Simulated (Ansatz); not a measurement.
# Stability checks on a candidate for LiPb2

The cell was found from a structure generator's guess, not taken from experiment.

Level of theory: Ansatz 0.2.0, DFT PBE, scalar-relativistic, plane waves, PAW. Cutoff 420 eV, Γ-centred 18×18×6 mesh (3-atom cell), Gaussian smearing of 0.10 eV, no spin polarisation.

```
CELL_PARAMETERS angstrom
3.55583 0.00000 0.00000
-1.77792 3.07944 0.00000
0.00000 0.00000 7.48318
ATOMIC_POSITIONS crystal
Li 0.00000 0.00000 0.00000
Pb 0.66667 0.33333 0.68312
Pb 0.33333 0.66667 0.31688
```

The zero of energy is the elements' standard structures at the same level; no fitted shifts are applied.

Task: These tests were run: energy against the elements; phonons on a 2×2×1 q mesh. What do they show?

Result:

| test | result |
| --- | --- |
| energy against the elements | −0.10 eV/atom |
| phonons on a 2×2×1 q mesh | no imaginary mode on the mesh |

It fails none of these tests. Other phases of the system weren't compared here, so this isn't yet thermodynamic stability.

Spin–orbit coupling, which can matter for Pb, is left out. The run for the phonons used an 18×18×6 k mesh and Fermi–Dirac smearing of 0.15 eV.
